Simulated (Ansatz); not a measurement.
Cr3InB4: input and output

Input file of Ansatz 0.2.0:

```yaml
crystal:
  lattice:
    - [3.117166, 0.0, 0.0]
    - [0.0, 8.378692, 0.0]
    - [0.0, 0.0, 3.096246]
  atoms:
    - { symbol: Cr, position: [0.0, 0.312, 0.0] }
    - { symbol: Cr, position: [0.0, 0.688, 0.0] }
    - { symbol: In, position: [0.5, 0.5, 0.5] }
    - { symbol: B, position: [0.5, 0.212, 0.5] }
    - { symbol: B, position: [0.5, 0.788, 0.5] }
    - { symbol: B, position: [0.0, 0.106, 0.5] }
    - { symbol: B, position: [0.0, 0.894, 0.5] }
    - { symbol: Cr, position: [0.5, 0.0, 0.0] }
  symmetry: { tolerance: 0.0003 }
kpoints:
  mp_grid: { grid: [10, 4, 10], shift: [0, 0, 0] }
  band_path:
    path:
      - [0.0, 0.0, 0.0]
      - [0.0, 0.0, 0.5]
      - [0.5, 0.0, 0.5]
      - [0.5, 0.0, 0.0]
      - [0.0, 0.0, 0.0]
      - [0.0, 0.5, 0.0]
      - [0.0, 0.5, 0.5]
      - [0.5, 0.5, 0.5]
      - [0.5, 0.5, 0.0]
      - [0.0, 0.5, 0.0]
      - [0.0, 0.0, 0.5]
    npoints: 6
magnetization:
  spin_polarized: false
scf:
  occupations: { method: gaussian, width: 0.2018 }
  lower_state_search: "off"
  max_iter: 200
hamiltonian:
  pseudopotentials: { kind: paw }
  xc: r2scan
basis:
  ecutwfc: 500
  fft_grid_basis: typed
output:
  forces: true
  stress: true
  eigenvalues: true
  populations: true
  elf: true
  write_potential: true
  volumetric_format: npy
  dos:
    e_range: [-12, 8]
    de: 0.05
    projected: { site_lists: { B: [B], Cr: [Cr], In: [In] } }
checkpoint:
  read: saved_state
```

The run starts from an earlier solution of this cell. 

Excerpt of what it printed:

```
Free energy (F): -16385.6131 eV
Harris-Foulkes:  -16385.6131 eV  (|F-HF|=5.11e-8)
Internal energy: -16385.4951 eV  (E = F + TS)
E sigma→0 (E₀):  -16385.5541 eV
Entropy (-TS):   -0.1181 eV (-14.760 meV/atom)
Fermi energy:    15.8397 eV
--- Stress (GPa, compression-positive) ---
      -22.3793       0.0000       0.0000
        0.0000     -16.3035       0.0000
        0.0000       0.0000     -18.5199
  P = ⅓ Tr σ = -19.0676 GPa (-190.676 kbar)
```

Origin: a known structure type with other elements, at an estimated volume, so it need not be a known compound. Caveats: no spin polarisation, so a magnetic state may lie lower; atoms or cell far from equilibrium; wide smearing.
